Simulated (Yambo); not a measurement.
Yambo run on WZnO4 (space group P2/c, No. 13). The wavefunctions are PBEsol (Quantum ESPRESSO, PseudoDojo norm-conserving, 84 Ry, no spin-orbit coupling) ones on a 4×2×2 mesh (58 occupied bands); a = 4.6767 Å, b = 5.7297 Å, c = 4.9365 Å, α = γ = 90.00°, β = 90.59°.

Yambo input:

```
rim_cut
HF_and_locXC
RandQpts= 1000000
RandGvec= 1 Ry
EXXRLvcs= 84 Ry
VXCRLvcs= 336 Ry
% QPkrange
 1 | 1 | 58 | 59 |
 3 | 3 | 58 | 59 |
 4 | 4 | 58 | 59 |
 9 | 9 | 58 | 59 |
 10 | 10 | 58 | 59 |
 11 | 11 | 58 | 59 |
 12 | 12 | 58 | 59 |
%
```

k points by index: 1 = Γ, 3 = (0, -0.5, 0), 4 = (0, -0.5, -0.5), 9 = (-0.5, 0, 0), 10 = (-0.5, 0, -0.5), 11 = (-0.5, -0.5, 0), 12 = (-0.5, -0.5, -0.5).

The o-*.hf file then holds:

```
#    K-point    Band    Eo [eV]    Ehf [eV]    Vxc [eV]    Vnlxc [eV]
#
    1    58    -0.252432    -5.375774    -20.68687    -25.81021
    1    59    3.348751    8.406994    -17.71975    -12.66151
    3    58    0.000000    -5.247165    -21.97430    -27.22147
    3    59    2.893963    8.342844    -17.37229    -11.92341
    4    58    -0.271073    -5.651440    -22.55960    -27.93997
    4    59    3.367382    8.852893    -17.63458    -12.14907
    9    58    -0.151362    -5.511707    -20.16182    -25.52217
    9    59    3.559914    9.072718    -18.23127    -12.71847
    10    58    -0.213264    -5.536455    -21.11037    -26.43356
    10    59    3.671326    9.020289    -18.04918    -12.70022
    11    58    -0.225262    -5.698509    -20.34778    -25.82102
    11    59    3.420946    8.989251    -18.13376    -12.56545
    12    58    -0.330197    -5.640206    -20.75478    -26.06479
    12    59    3.642488    9.321202    -17.71107    -12.03235
```
Exchange alone, without screening.

Geometry of the Materials Project entry, not relaxed at this level.
